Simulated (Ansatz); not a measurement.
WO3:
```cif
data_O9W3
_chemical_formula_sum 'W3 O9'
_space_group_name_H-M_alt 'P6/mmm'
_space_group_IT_number 191
_space_group_name_Hall '-P 6 2'
_cell_length_a 7.38932
_cell_length_b 7.38932
_cell_length_c 3.79952
_cell_angle_alpha 90.000
_cell_angle_beta 90.000
_cell_angle_gamma 120.000
loop_
_atom_site_label
_atom_site_type_symbol
_atom_site_symmetry_multiplicity
_atom_site_Wyckoff_symbol
_atom_site_fract_x
_atom_site_fract_y
_atom_site_fract_z
_atom_site_occupancy
W1 W 3 f 0.00000 0.50000 0.00000 1
O1 O 6 l 0.21456 0.42912 0.00000 1
O2 O 3 g 0.50000 0.50000 0.50000 1
```

Relaxed with PBEsol. Plane-wave PAW PBEsol (Ansatz code) gives a gap of 0.61 eV.

Problem. What gap does HSE06 give on the same cell (Ansatz, PAW)?

Solution. 1.73 eV, 1.12 eV more. The hybrid was solved on a coarser mesh and at special points; its gap is the smallest among all of these.

| k | v1 PBEsol | c1 PBEsol | v1 HSE06 | c1 HSE06 |
|---|---|---|---|---|
| Γ | -1.02 | 0.61 | -1.07 | 1.73 |
| A | 0.00 | 2.55 | ___ | ___ |
| K | -0.59 | 1.74 | ___ | ___ |
| H | -0.22 | 2.56 | ___ | ___ |
| M | -0.69 | 0.68 | -0.71 | 1.80 |
| L | -0.01 | 2.72 | ___ | ___ |

Problem. Top valence (v1) and lowest conduction level (c1) in eV from each method's valence maximum (which need not be a listed point): supply the withheld HSE06 values.

Solution. 
- K, v1 HSE06: -0.62
- K, c1 HSE06: 2.87
- L, v1 HSE06: -0.02
- L, c1 HSE06: 3.94
- A, v1 HSE06: 0.00
- A, c1 HSE06: 3.75
- H, v1 HSE06: -0.24
- H, c1 HSE06: 3.79

Cost on shared cores: the PBEsol run (SCF on a 5×5×7 mesh, then bands and DOS) about 2.6 core-minutes (a rough figure), the HSE06 run (SCF on 3×3×4, then a few points) around 7 core-minutes (rough); the tasks are unlike.

The workflow started from a Materials Project entry (that database holds measured and hypothetical structures alike); the Crystallography Open Database files this formula in space group No. 191, but the cells were not matched. Its standing as an ambient phase is unchecked. The PBEsol relaxation kept the symmetry of its start; its stability against distortions is not shown here. No spin polarisation was allowed. No Hubbard U is applied. Spin–orbit coupling is left out wherever it is not named.

Potentials: the later of the program's two PAW sets.
